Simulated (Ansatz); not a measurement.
Squeezing Be (diamond type)

```
Be
1.0
     0.00000    2.43681    2.43681
     2.43681    0.00000    2.43681
     2.43681    2.43681    0.00000
Be
2
Direct
  0.87500 0.87500 0.87500
  0.12500 0.12500 0.12500
```

The cell comes from a relaxation on PAW files under the same functional, begun from a prototype that needn't be the stable phase.

Its volume is scaled at fixed shape and fractional positions.

Level of theory: DFT with PBEsol, scalar-relativistic, in Ansatz 0.2.0; a Γ-centred 15×15×15 k mesh, Fermi–Dirac smearing of 0.05 eV, no spin polarisation. LAPW: all electrons, basis error target 1 meV/atom; PAW: frozen-core files, cutoff 420 eV; crystal datasets: all electrons, by PAW datasets that the program makes for each cell; norm-conserving: pseudopotentials, cutoff 1197 eV; PAW (cutoff 300 eV): frozen-core files, cutoff 300 eV.

Energies are extrapolated to zero smearing and count from the unscaled cell; pressure is positive in compression; gaps take the mesh and a band path. No temperature or zero-point motion is included.

The PAW files were made under PBE. The structure type is held throughout; the real material can change phase at far lower pressure.

```tsv
V/V0	V (Å³/atom)	P LAPW (GPa)	ΔE LAPW (eV/atom)	P PAW − LAPW (GPa)	ΔE PAW − LAPW (meV/atom)
1.00	14.47	0.01	0.000	0.00	0.0
0.95	13.75	2.55	0.005	0.00	0.1
0.85	12.30	9.70	0.058	0.02	0.3
0.75	10.85	21.2	0.193	0.04	0.7
0.65	9.41	40.1	0.462	0.08	1.4
0.55	7.96	?	?	?	?
0.45	6.51	134.7	1.864	0.21	4.3
0.40	5.79	186.5	2.582	0.16	5.2
```

Fit the Vinet equation to the LAPW pressures shown (residuals weighted by 1/(|P| + 0.03·Pmax)), and predict the pressure of the withheld row.

The fit gives V0 = 14.48 Å³/atom, B0 = 43.9 GPa and B0′ = 3.70. At 7.96 Å³/atom, x = (V/V0)^(1/3) = 0.8191, and P = 3·B0·(1 − x)/x²·exp[1.5·(B0′ − 1)·(1 − x)] = 73.8 GPa. The run itself gave 73.0 GPa (+1.1 % off) and ΔE = 0.958 eV/atom.

From the table, what is the rise of the enthalpy H = E + pV up to the last row, and how stiff is the crystal between the last two rows?

ΔH = 2.582 eV + (186.5 GPa × 5.79 Å³ − 0.01 GPa × 14.47 Å³) × 0.006242 eV/(GPa·Å³) = 9.32 eV/atom, of which pV makes 72 %. The mean bulk modulus there is −ΔP/Δln V = 441 GPa.

At the smallest volume, how far do crystal datasets and norm-conserving and PAW (cutoff 300 eV) lie from LAPW in pressure?

crystal datasets: -0.01 GPa; norm-conserving: +2.37 GPa; PAW (cutoff 300 eV): +0.36 GPa, on a LAPW pressure of 186.5 GPa.
